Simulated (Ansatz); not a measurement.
Starting cell, Zr (hcp, Mg type):

```
Zr
1.0
    6.49182     0.00000     0.00000
   -1.62295     2.81104     0.00000
    0.00000     0.00000     5.15116
Zr
4
Direct
  0.16667   0.66667   0.75000
  0.66667   0.66667   0.75000
  0.33333   0.33333   0.25000
  0.83333   0.33333   0.25000
```

In each cell atom 4 (Zr, nearest neighbour Zr at 3.185 Å; its periodic images, 3.2 Å or more away, move with it) moves by s·(1.000, 0.000, 0.000) (along Cartesian x), the rest being held.

Method: r2SCAN (plane waves to 500 eV, PAW, scalar-relativistic; Ansatz, a first-principles code). k mesh 13×13×7 (Γ-centred), Fermi-Dirac smearing 0.05 eV. Left out: 2 of 11 points, with atoms too close for the PAW data. With partly filled bands, energies and forces of such displacements shift with the k mesh and the smearing. F∥ is the force on the atom along that direction. The PAW data are Ansatz's earlier set. Zr is run without spin polarisation. Zr was relaxed with its symmetry unable to fall. 

```tsv
s (Å)	F∥ (eV/Å)
-0.512	2.446
-0.384	1.852
-0.256	1.297
-0.128	0.687
0.000	0.002
0.128	-0.676
0.256	-1.283
0.384	-1.828
0.512	-2.314
```

Q: What is the force constant k = d²E/ds² of this move at s = 0?

A: 5.42 eV/Å². The forces along the line at the two nearest points give (0.687 − (-0.676)) / (2·0.128) = 5.32 eV/Å²; the next pair corrects for the finite step.

(For displaced atoms, the force is minus the slope of the energy, and its curvature is a force constant, which sets phonon frequencies.)
